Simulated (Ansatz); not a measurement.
SiGeC2 in space group P-4m2 (No. 115; Ge on 1c, Si on 1a, C on 2g) under volume change, DFT-PBE in the program Ansatz with PAW potentials, shape and atoms relaxed at each volume.

| V (Å³/atom) | E − E(relaxed) (meV/atom) | P (GPa) |
|---|---|---|
| 10.309 | 64.7 | 22.02 |
| 10.649 | 27.2 | 13.52 |
| 10.989 | 6.4 | 6.24 |
| 11.328 | 0.0 | 0.00 |
| 11.668 | … | … |
| 12.008 | … | … |
| 12.348 | 47.4 | -13.83 |

Question: Complete the blanks.

Answer: 
- 12.008, E − E(relaxed) (meV/atom): 22.1
- 12.008, P (GPa): -9.92
- 11.668, E − E(relaxed) (meV/atom): 5.8
- 11.668, P (GPa): -5.35

Question: What does a third-order Birch–Murnaghan fit give for V₀, B₀ and B′?

Answer: V₀ = 11.33 Å³/atom, B₀ = 192 GPa, B′ = 4.1.

The start of the workflow was typed in or built on a structure type; neither database checked (COD, Materials Project) lists it. Whether it is the stable phase at ambient conditions was not checked. Symmetry was held in the PBE relaxation; whether a distortion lowers the energy is not shown.

Potentials: the later of the program's two PAW sets.
